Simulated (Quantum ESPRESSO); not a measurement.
Ge$_{7}$As (made-up cell) (calculated)

Computed with Quantum ESPRESSO 7.5. Calculation on a made-up crystal cell, not a measurement: periodic Kohn-Sham density functional theory in plane waves with PseudoDojo standard norm-conserving scalar-relativistic pseudopotentials, each functional with its own files (v0.5 for PBE, v0.4.1 for LDA and PBEsol), no spin polarisation, no spin-orbit coupling, atoms not relaxed, stress positive in tension, energies less a fixed whole-eV offset for each atom's element; levels are Kohn-Sham levels at fractions of this cell's reciprocal vectors, counted from the reference band (half the neutral cell's valence electrons, rounded up) at Gamma; error bars cover cutoff and k-mesh only, not smearing or the files; added strain carries the atoms with the cell, and shear is the tensor component; each bar is the largest change over components, and at least 0.002 eV, 0.002 eV per angstrom or 0.02 GPa; energies are for the whole cell, and the offsets were chosen from early runs and are not element reference energies.

Common to all runs: lattice type zincblende/diamond; functional pbe; cutoff 1143 eV; fermi dirac smearing 0.1 eV; scf tolerance 1e-07 eV; electrons removed 0; k mesh 6 x 6 x 6, shifted by half a step.

(1) Ge$_{7}$As (made-up cell)

```
Ge7As
1.0
      5.5367     0.0192     0.0738
      0.0192     5.6944     0.0016
      0.0738     0.0016     5.5659
Ge As
7 1
Direct
  -0.00748 -0.00742 0.00520
  -0.00935 0.49683 0.51656
  0.48578 -0.03496 0.52676
  0.47953 0.47991 0.00096
  0.25021 0.24510 0.26376
  0.23154 0.75099 0.75208
  0.72337 0.23857 0.73195
  0.75340 0.73257 0.24469
```

```
free energy less offsets : -1.648 eV
smearing term minus ts   : -0.08367 eV
scf iterations           : 10
pressure                 : 8.731 GPa
stress xx                : -9.375 GPa
stress yy                : -7.974 GPa
stress zz                : -8.845 GPa
stress yz                : 0.954 GPa
stress xz                : 4.303 GPa
stress xy                : -3.674 GPa
fermi level              : 0.6386 eV
reference band           : 57
error bar energy         : 0.00621 eV
error bar stress         : 0.04927 GPa
error bar force          : 0.01429 eV/Å
error bar next band up   : 0.002 eV
error bar fermi level    : 0.01984 eV
error bars from          : tighter rerun of a related cell
```

Atoms:
```tsv
atoms element	atom site	atom energy offset (eV)
Ge	1	-2430
Ge	2	-2430
Ge	3	-2430
Ge	4	-2430
Ge	5	-2430
Ge	6	-2430
Ge	7	-2430
As	8	-2887
```

Forces:
```tsv
site	x (eV/Å)	y (eV/Å)	z (eV/Å)
1	-0.1519	1.816	-0.1296
2	0.2678	-0.4853	-0.3629
3	0.8704	1.493	-2.218
4	0.231	0.6856	-0.6278
5	-0.5063	-1.115	0.5482
6	-0.54	-1.802	1.421
7	0.7083	-0.2528	1.142
8	-0.8794	-0.3393	0.2277
```

Levels:
```tsv
level k point	next band up (eV)
Gamma	0.2594
(1/2,1/2,1/2)	0.05256
(0.15,0,0)	0.6454
(0,0.15,0)	0.5948
(0,0,0.15)	0.5002
```

(2) Ge$_{7}$As (made-up cell)

```
Ge7As
1.0
      5.5367     0.0192     0.0738
      0.0192     5.6944     0.0016
      0.0738     0.0016     5.5659
Ge As
7 1
Direct
  -0.00748 -0.00742 0.00520
  -0.00935 0.49683 0.51656
  0.48578 -0.03496 0.52676
  0.47953 0.47991 0.00096
  0.25021 0.24510 0.26376
  0.23154 0.75099 0.75208
  0.72335 0.23857 0.73383
  0.75340 0.73257 0.24469
```

```
free energy less offsets : -1.659 eV
smearing term minus ts   : -0.08355 eV
scf iterations           : 10
pressure                 : 8.725 GPa
stress xx                : -9.354 GPa
stress yy                : -7.943 GPa
stress zz                : -8.878 GPa
stress yz                : 0.9381 GPa
stress xz                : 4.32 GPa
stress xy                : -3.565 GPa
fermi level              : 0.6467 eV
reference band           : 57
error bar energy         : 0.00621 eV
error bar stress         : 0.04927 GPa
error bar force          : 0.01429 eV/Å
error bar next band up   : 0.002 eV
error bar fermi level    : 0.01984 eV
error bars from          : tighter rerun of a related cell
```

Atoms:
```tsv
atoms element	atom site	atom energy offset (eV)
Ge	1	-2430
Ge	2	-2430
Ge	3	-2430
Ge	4	-2430
Ge	5	-2430
Ge	6	-2430
Ge	7	-2430
As	8	-2887
```

Forces:
```tsv
site	x (eV/Å)	y (eV/Å)	z (eV/Å)
1	-0.1345	1.801	-0.1077
2	0.2409	-0.5109	-0.3386
3	0.8985	1.526	-2.193
4	0.2	0.7146	-0.5922
5	-0.507	-1.114	0.5532
6	-0.5411	-1.802	1.412
7	0.7225	-0.2756	1.032
8	-0.8794	-0.3388	0.2332
```

Levels:
```tsv
level k point	next band up (eV)
Gamma	0.2774
(1/2,1/2,1/2)	0.06214
(0.15,0,0)	0.6552
(0,0.15,0)	0.6119
(0,0,0.15)	0.5104
```
